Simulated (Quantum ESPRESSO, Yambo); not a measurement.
A free-standing MoS2 monolayer (symmetry P-6m2, slab cell 16.1 Å high) under biaxial strain (in the plane), counted from the cell relaxed with PBEsol, atoms relaxed at each step. PBEsol (pw.x of Quantum ESPRESSO, ONCV potentials, without SOC); G0W0 in Yambo (6×6×1 Γ-centred k mesh, bands 2 to 131 and a 8 Ry block in the screening, 131 bands in G with the Bruneval-Gonze terminator, plasmon pole fitted at 27.2 eV, slab-truncated Coulomb interaction, stochastic integration of W near q = 0).

| strain s (%) | PBEsol direct gap at K (eV) | G0W0 direct gap at K (eV) |
|---|---|---|
| -3 | ? | ? |
| -1.5 | 1.998 | 2.831 |
| 0 | 1.807 | 2.625 |
| +1.5 | 1.634 | 2.428 |
| +3 | 1.478 | 2.245 |
| +5 | 1.301 | 2.032 |

Fit a parabola in s to each column by least squares and predict the withheld row.

PBEsol: E = 1.807 − 0.1215 s + 0.0041 s² (largest residual 1 meV), giving 2.208 eV at s = -3; the run gave 2.202 eV, a miss of 6 meV. G0W0: E = 2.623 − 0.1349 s + 0.0033 s² (largest residual 3 meV), giving 3.057 eV at s = -3; the run gave 3.049 eV, a miss of 8 meV. The withheld row lies outside the fitted range, so this is an extrapolation. The GW settings are held fixed; their convergence isn't established. The screening block changes size along the series (369 vectors at -3 %, 369 vectors at -1.5 %, 381 vectors at +0 %, 383 vectors at +1.5 %, 383 vectors at +3 %, 393 vectors at +5 %), which puts steps into the G0W0 values. Spin-orbit splittings are left out.
